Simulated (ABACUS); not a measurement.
Consider a self-consistent single point of Pt (Fm-3m, 4 atoms in the cell; from Materials Project mp-126, changed as shown).

```xyz
4
Lattice="3.8643 0.0000 0.0000 0.0000 3.8643 0.0000 0.0000 0.0000 3.8643" Properties=species:S:1:pos:R:3 pbc="T T T"
Pt     0.0000     0.0000     0.0000
Pt     0.0000     1.9321     1.9321
Pt     1.9321     0.0000     1.9321
Pt     1.9321     1.9321     0.0000
```

Level of theory: LDA (PW92), numerical atomic orbitals SZP (confined pseudo-atomic orbitals with Gaussian additions; energy shift 0.01 Ry), PseudoDojo 0.4 standard norm-conserving LDA (tails mended) pseudopotentials in ABACUS 3.10.1.

ABACUS settings:

- basis = SZP numerical atomic orbitals, energy shift 0.01 Ry
- KPT = Gamma 8 8 8 0 0 0
- basis_type = lcao
- dft_functional = PWLDA
- ecutwfc = 100 Ry
- smearing_method = fd
- smearing_sigma = 0.00734986 Ry
- potentials = PseudoDojo 0.4 standard norm-conserving LDA (tails mended)
- symmetry = 1
- symmetry_prec = 1e-05
- ks_solver = genelpa
- scf_nmax = 100
- scf_thr = 1.0e-07
- mixing_type = pulay
- mixing_beta = 0.7

Results:

* **Number of valence electrons**: 72
* **Number of bands**: 46
* **Number of k-points after the program's reduction**: 35
* **Size of the basis**: 80
* **Number of SCF iterations**: 7
* **Free energy E − TS**: -14223.7822 eV
* **Fermi level (on the code's own zero)**: 24.61 eV
* **Pressure**: 10.03 GPa

Stress (GPa, positive for compression):
```
10.03   0.00   0.00
 0.00  10.03   0.00
 0.00   0.00  10.03
```

For comparison: a first run was changed to give this one (lattice scaled by 0.98), and from it to this one the free energy drops by 3.0 meV/atom and the pressure goes from -9.58 to 10.03 GPa.

The atom-centred basis is finite, which shifts total energies and pressures against plane waves. A single-zeta basis is rough, for pressures and forces above all. The structure comes from a collection of computed structures, made at another level of theory; the collection holds predicted forms beside known ones.

Cost on one core: roughly 17 core-seconds.

The atomic orbitals were generated for these runs; they are not ABACUS's published sets and were checked against plane waves on a few crystals only.

“Tails mended”: in these copies of the files the far tail of each local potential was reset to the Coulomb form.
